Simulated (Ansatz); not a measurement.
Starting structure of a cell relaxation (symmetry kept):

```cif
data_structure
_symmetry_space_group_name_H-M 'Fm-3m'
_symmetry_Int_Tables_number 225
_cell_length_a 3.6297
_cell_length_b 3.6297
_cell_length_c 3.6297
_cell_angle_alpha 90.000
_cell_angle_beta 90.000
_cell_angle_gamma 90.000
_cell_volume 47.82
loop_
_atom_site_label
_atom_site_type_symbol
_atom_site_symmetry_multiplicity
_atom_site_Wyckoff_symbol
_atom_site_fract_x
_atom_site_fract_y
_atom_site_fract_z
_atom_site_occupancy
Cu1 Cu 4 a 0.00000 0.00000 0.00000 1
```

Method: DFT PBE+D3(BJ), scalar-relativistic, plane waves, PAW (Ansatz).

Cutoff 420 eV; k points 20×20×20 on the computed 1-atom cell (Γ-centred); Gaussian smearing, width 0.10 eV; no spin polarisation.

**Question.** What does it relax to?

**Answer.** The volume falls by 0.64 Å³/atom to 11.31 Å³/atom, and the energy falls by 17.0 meV/atom. Final structure:
```yaml
crystal:
  lattice:
    - [0.00000, 1.78169, 1.78169]
    - [1.78169, 0.00000, 1.78169]
    - [1.78169, 1.78169, 0.00000]
  atoms:
    - { symbol: Cu, position: [0.00000, 0.00000, 0.00000] }
```

Cost: 1 run of about 0.36 core-minutes, on Arm Neoverse V1 (shared hosts).